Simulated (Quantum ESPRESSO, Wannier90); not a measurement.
**Wannier functions of CsGeI$_{3}$ (Cm)**

Cell from Materials Project (mp-28377), symmetrised, no further relaxation. Not found in the COD (Crystallography Open Database) copy used, which has the formula in other groups; not checked further. The atoms lie within 0.1 Å of the higher space group R3m. Computed values, not measurements, from PBEsol: Quantum ESPRESSO (norm-conserving PseudoDojo potentials, cutoff 63 Ry, no spin polarisation, no spin-orbit coupling) on a Γ-centred 6×6×6 mesh, then Wannier90. Density: 6×6×6 mesh, cold smearing 0.01 Ry. Spin-orbit coupling is left out although heavy elements are present.

```
begin unit_cell_cart
ang
    4.3533650000   -4.2241850000    0.0000000000
    4.3533650000    4.2241850000    0.0000000000
   -0.3242650000    0.0000000000    6.1194950000
end unit_cell_cart
mp_grid = 6 6 6
```

**Question.** Which shells of neighbouring k-points and which b-vectors and weights does Wannier90 pick for this cell and mesh?

**Answer.** 
```
 *---------------------------------- K-MESH ----------------------------------*
 +----------------------------------------------------------------------------+
 |                    Distance to Nearest-Neighbour Shells                    |
 |                    ------------------------------------                    |
 |          Shell             Distance (Ang^-1)          Multiplicity         |
 |          -----             -----------------          ------------         |
 |             1                   0.171125                      2            |
 |             2                   0.172832                      4            |
 |             3                   0.238691                      4            |
 |             4                   0.240886                      2            |
 |             5                   0.247661                      4            |
 |             6                   0.247905                      2            |
 |             7                   0.288006                      2            |
 |             8                   0.301232                      4            |
       ... (lines left out)
 +----------------------------------------------------------------------------+
 | The b-vectors are chosen automatically                                     |
 | The following shells are used:                       1,  2,  3,  4         |
 +----------------------------------------------------------------------------+
 |                        Shell   # Nearest-Neighbours                        |
 |                        -----   --------------------                        |
 |                          1               2                                 |
 |                          2               4                                 |
 |                          3               4                                 |
 |                          4               2                                 |
 +----------------------------------------------------------------------------+
 | Completeness relation is fully satisfied [Eq. (B1), PRB 56, 12847 (1997)]  |
 +----------------------------------------------------------------------------+
 |                  b_k Vectors (Ang^-1) and Weights (Ang^2)                  |
 |                  ----------------------------------------                  |
 |            No.         b_k(x)      b_k(y)      b_k(z)        w_b           |
 |            ---        --------------------------------     --------        |
 |             1         0.000000    0.000000    0.171125    15.835017        |
 |             2         0.000000    0.000000   -0.171125    15.835017        |
 |             3         0.120274    0.123953    0.006373    15.627906        |
 |             4         0.120274   -0.123953    0.006373    15.627906        |
 |             5        -0.120274   -0.123953   -0.006373    15.627906        |
 |             6        -0.120274    0.123953   -0.006373    15.627906        |
 |             7         0.120274    0.123953   -0.164752     0.643632        |
 |             8         0.120274   -0.123953   -0.164752     0.643632        |
 |             9        -0.120274   -0.123953    0.164752     0.643632        |
 |            10        -0.120274    0.123953    0.164752     0.643632        |
 |            11         0.240549    0.000000    0.012746     0.505209        |
 |            12        -0.240549    0.000000   -0.012746     0.505209        |
```
